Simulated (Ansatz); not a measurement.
The start is a relaxed ZnSe cell deformed by the Cartesian strain tensor (xx, yy, zz, yz, xz, xy) = (0.008, -0.107, -0.055, -0.013, -0.002, 0.010). A full variable-cell relaxation at zero pressure is run with r2SCAN (plane waves to 500 eV, PAW, scalar-relativistic; Ansatz, a first-principles code). The first steps use a coarse 8×7×7 k-mesh.

The start:
```
CELL_PARAMETERS angstrom
      0.02125     2.49293     2.64024
      2.84987    -0.00992     2.67140
      2.88245     2.55667    -0.04249
ATOMIC_POSITIONS crystal
  Se 0.75000 0.75000 0.75000
  Zn 0.00000 0.00000 0.00000
```

```yaml
initial_pressure: "+14.9 GPa (positive: the cell is compressed)"
energy_released: 0.16 eV/atom
relative_to_the_parent: It relaxes back to the parent, F-43m (No. 216)
band_gap_at_the_end: 1.87 eV, direct at Γ (no spin-orbit coupling)
optimiser_moves: 5
```

It ends as:

Space group F-43m (No. 216); a = 5.665 Å, b = 5.665 Å, c = 5.665 Å, α = 90.00°, β = 90.00°, γ = 90.00°

| atom | site | symmetry | x | y | z |
|---|---|---|---|---|---|
| Se | 4a | -43m | 0.0000 | 0.0000 | 0.0000 |
| Zn | 4c | -43m | 0.2500 | 0.2500 | 0.2500 |
(The calculation used a cell of 2 atoms; values per cell refer to that cell.)

Final values are on a 10×10×10 k-mesh of the relaxed cell. No spin polarisation in the result.
